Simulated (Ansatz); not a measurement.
ZnC₆:
Space group P6/mmm (No. 191); a = b = 4.2649 Å, c = 6.4882 Å, α = β = 90.00°, γ = 120.00°

```csv
atom,site,symmetry,x,y,z
C,6j,m2m,0.0000,0.3332,0.0000
Zn,1b,6/mmm,0.0000,0.0000,0.5000
```

Relaxed with PBE+D3(BJ).

Q: Decompose the optical modes at the zone centre into irreducible representations, and say which are infrared and Raman allowed.

A: Point group 6/mmm: Γ_opt = A1g + A2g + A2u + B1u + B2g + B2u + E1g + 2E1u + 2E2g + E2u. Infrared: A2u, E1u. Raman: A1g, E1g, E2g.

Q: Assign frequencies (DFPT, PBE+D3(BJ) in the plane-wave PAW code Ansatz).

A: E1u 19, A2u 84, E2u 512, E1g 530, B2g 859, A2g 993, B1u 994, E2g 1216, E1u 1222, A1g 1278, B2u 1285, E2g 1553 cm⁻¹.

Subscripts of B labels follow the axes of the standard setting.

The cell is a constructed one: a structure type filled with these elements; neither database checked (COD, Materials Project) lists it. Its standing as an ambient phase is unchecked. The PBE+D3(BJ) relaxation kept the symmetry of its start; of distortions, only those at the zone centre were tested. As this level gives no gap, phonon frequencies hold no LO–TO term and depend on the k-mesh and smearing (Fermi–Dirac, 0.1 eV here).

Potentials: the later of the program's two PAW sets.
